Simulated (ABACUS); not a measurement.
Worked example: self-consistent single point of SiO2 (P3_221, 9 atoms in the cell; from Materials Project mp-6930, lattice scaled a little) in ABACUS.

Method: LDA (PW92), numerical atomic orbitals TZDP (confined pseudo-atomic orbitals with Gaussian additions; energy shift 0.03 Ry), PseudoDojo 0.4 standard norm-conserving LDA (tails mended) pseudopotentials in ABACUS.

```
CELL_PARAMETERS angstrom
      4.92639     0.00000     0.00000
     -2.46320     4.26638     0.00000
      0.00000     0.00000     5.44249
ATOMIC_POSITIONS crystal
  Si 0.00000 0.46880 0.33333
  Si 0.53120 0.53120 0.00000
  Si 0.46880 0.00000 0.66667
  O  0.14454 0.73144 0.54782
  O  0.26856 0.41310 0.21449
  O  0.58690 0.85546 0.88115
  O  0.73144 0.14454 0.45218
  O  0.41310 0.26856 0.78551
  O  0.85546 0.58690 0.11885
```

Reference input (self-consistent single point, DFT, LDA (PW92), numerical atomic orbitals TZDP (confined pseudo-atomic orbitals with Gaussian additions; energy shift 0.01 Ry), PseudoDojo 0.4 standard norm-conserving LDA (tails mended) pseudopotentials): basis = TZDP numerical atomic orbitals, energy shift 0.01 Ry; KPT = Gamma 4 4 3 0 0 0; basis_type = lcao; dft_functional = PWLDA; ecutwfc = 100 Ry; smearing_method = fixed; potentials = PseudoDojo 0.4 standard norm-conserving LDA (tails mended); symmetry = 1; symmetry_prec = 1e-05; ks_solver = genelpa; scf_nmax = 100; scf_thr = 1.0e-06. This run's input differs from it in these lines:

```diff
@@ -27,4 +27,4 @@
 NUMERICAL_ORBITAL
-Si_lda_6.9au_3s3p2d.orb
-O_lda_4.3au_3s3p2d.orb
+Si_lda_5.8au_3s3p2d.orb
+O_lda_3.7au_3s3p2d.orb
```

Log, with long lists cut:

```
 SELF-CONSISTENT
 -------------------------------------------

                  longest orb rcut (Bohr) = 5.8
   longest nonlocal projector rcut (Bohr) = 1.94
                     search radius (Bohr) = 15.5

                          real space grid = [ 60, 60, 72 ]
                                 init_chg = atomic

 LCAO ALGORITHM --------------- ION=   1  ELEC=   1--------------------------------

 Density error is 0.210332460745
 E_KohnSham     -224.0560455297      -3048.4388905514
 E_Fermi        -0.0665573243        -0.9055588543

 LCAO ALGORITHM --------------- ION=   1  ELEC=   2--------------------------------

   [... lines left out ...]

   [... 6 blocks of this kind left out ...]

 LCAO ALGORITHM --------------- ION=   1  ELEC=   9--------------------------------

 Density error is 1.79037148604e-06
 E_KohnSham     -224.3712883879      -3052.7279896764
 E_Fermi        0.1704963311         2.3197215917

 LCAO ALGORITHM --------------- ION=   1  ELEC=  10--------------------------------

 Density error is 2.75429389725e-07
 E_KohnSham     -224.3712883879      -3052.7279896764
 E_KS(sigma->0) -224.3712883879      -3052.7279896764
 E_entropy(-TS) 0.0000000000         0.0000000000
 E_Fermi        0.1704955532         2.3197110066
 charge density convergence is achieved
 final etot is -3052.7279897 eV
 EFERMI = 2.3197110066 eV

 STATE ENERGY(eV) AND OCCUPATIONS    NSPIN == 1
   [... 31 lines left out ...]

 TOTAL-FORCE (eV/Angstrom)
                       Si1        -0.0539275383         0.0934052286         0.0000000000
                       Si2        -0.0539275164        -0.0934052286         0.0000000000
                       Si3         0.1078550547         0.0000000000         0.0000000000
                        O1         0.2586838340         0.0711762226        -0.1265613704
                        O2        -0.1909823528         0.1884386946        -0.1265613704
                        O3        -0.0677014812        -0.2596149173        -0.1265613704
                        O4        -0.0677015421         0.2596149173         0.1265613704
   [... lines left out ...]

 TOTAL-STRESS (KBAR)
       -90.3391950448        -0.0000105873        -0.0000000000
        -0.0000105873       -90.3391733207        -0.0000000000
         0.0000000000         0.0000000000       -86.7624883002
 TOTAL-PRESSURE: -89.146952 KBAR

 --------------------------------------------
 !FINAL_ETOT_IS -3052.7279896764384830 eV
 --------------------------------------------
```

The run converged in 10 iterations. Against the reference run the free energy rises by 164 meV/atom, the pressure goes from -3.79 to -8.91 GPa and the largest force goes from under 0.1 to 0.30 eV/Å.

The atom-centred basis is finite, which shifts total energies, pressures and forces against plane waves. This run is one point of a test of settings, so its values need not be converged; read them against the reference run alone. The structure comes from a collection of computed structures, made at another level of theory; the collection holds predicted forms beside known ones. Its lattice was then scaled.

Cost on one core: roughly 15 core-seconds.

The atomic orbitals were generated for these runs; they are not ABACUS's published sets and were checked against plane waves on a few crystals only.

“Tails mended”: in these copies of the files the far tail of each local potential was reset to the Coulomb form.
